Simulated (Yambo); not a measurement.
G0W0@LDA for TiO₂ (space group Pnma, No. 62) in Yambo. Reference settings: 2×4×1 Γ-centred k mesh, bands 5 to 308 and a 7 Ry block in the screening, 308 bands in G with the Bruneval-Gonze terminator, plasmon pole fitted at 27.2 eV. The LDA gap (0, 0.25, 0) → Γ on this mesh is 2.92 eV; G0W0 gaps are taken between the same points.

| change from the reference | G0W0 gap (0, 0.25, 0) → Γ (eV) | shift of the valence edge (eV) |
|---|---|---|
| reference settings | 4.92 | -0.44 |
| 3 Ry block | 5.37 | -0.47 |
| 126 bands in G | 4.89 | -0.41 |
| no random integration | 4.88 | -0.35 |
| no terminator | 5.04 | -0.25 |
| 204 bands in G, no terminator | 5.07 | -0.11 |
| 1 Ry block | ___ | -1.17 |
| 126 bands in G, no terminator | ___ | 0.16 |

### Question
Estimate the withheld gaps from the other rows; the computed values follow.

### Answer

- 1 Ry block, G0W0 gap (0, 0.25, 0) → Γ (eV): 7.24
- 126 bands in G, no terminator, G0W0 gap (0, 0.25, 0) → Γ (eV): 5.05

The reference isn't shown to be the converged limit.

Geometry of the Materials Project entry, not relaxed at this level; primitive cell a = 5.9868 Å, b = 3.7730 Å, c = 9.0732 Å, α = 90.00°, β = 90.00°, γ = 90.00°.

This is not the ordinary phase of the substance.

A shift is the quasiparticle energy of the state minus its LDA energy.
